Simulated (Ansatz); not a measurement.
ZnCl$_{2}$:
```cif
data_Cl4Zn2
_chemical_formula_sum 'Zn2 Cl4'
_space_group_name_H-M_alt 'P 1'
_space_group_IT_number 1
_cell_length_a 3.59147
_cell_length_b 3.59147
_cell_length_c 10.27886
_cell_angle_alpha 90.000
_cell_angle_beta 90.000
_cell_angle_gamma 90.000
loop_
_space_group_symop_operation_xyz
  'x, y, z'
loop_
_atom_site_label
_atom_site_type_symbol
_atom_site_fract_x
_atom_site_fract_y
_atom_site_fract_z
_atom_site_occupancy
Zn1 Zn 0.00000 0.00000 0.00000 1
Zn2 Zn 0.50000 0.50000 0.50000 1
Cl1 Cl 0.50000 0.00000 0.13061 1
Cl2 Cl 0.50000 0.00000 0.63061 1
Cl3 Cl 0.00000 0.50000 0.36939 1
Cl4 Cl 0.00000 0.50000 0.86939 1
```

Relaxed with LDA. Plane-wave PAW LDA (Ansatz code) gives a gap of 3.65 eV.

What gap does HSE06 give on the same cell (Ansatz, PAW)?

5.54 eV, 1.89 eV more. The hybrid was solved on a coarser mesh and at special points; the gap given is the minimum over both.

| k | v1 LDA | c1 LDA | v1 HSE06 | c1 HSE06 |
|---|---|---|---|---|
| Γ | 0.00 | 3.65 | 0.00 | 5.54 |
| Z | -0.12 | 4.41 | (withheld) | (withheld) |
| M | -1.36 | 5.71 | (withheld) | (withheld) |
| A | -1.46 | 6.19 | (withheld) | (withheld) |
| R | -0.28 | 5.29 | -0.31 | 7.25 |
| X | -0.28 | 5.18 | (withheld) | (withheld) |

Top valence (v1) and lowest conduction level (c1) in eV from each method's valence maximum (which need not be a listed point): supply the withheld HSE06 values.


- A, v1 HSE06: -1.50
- A, c1 HSE06: 8.11
- X, v1 HSE06: -0.31
- X, c1 HSE06: 7.14
- M, v1 HSE06: -1.40
- M, c1 HSE06: 7.42
- Z, v1 HSE06: -0.12
- Z, c1 HSE06: 6.29

Cost on shared cores: the LDA run (SCF on a 8×8×3 mesh, then bands and DOS) around 70 core-seconds (rough), the HSE06 run (SCF on 5×5×2, then a few points) roughly 4 core-minutes; the tasks are unlike.

Space group P4_2/nmc. The first step of the workflow began from a Materials Project structure, measured or hypothetical; the Crystallography Open Database files this formula in space group No. 137, but the cells were not matched. Whether it is the stable phase at ambient conditions was not checked. Symmetry was held in the LDA relaxation; whether a distortion lowers the energy is not shown. A crystal of weakly bound layers computed without a dispersion correction: the cell and the soft elastic constants depend strongly on that.

Potentials: the later of the program's two PAW sets.
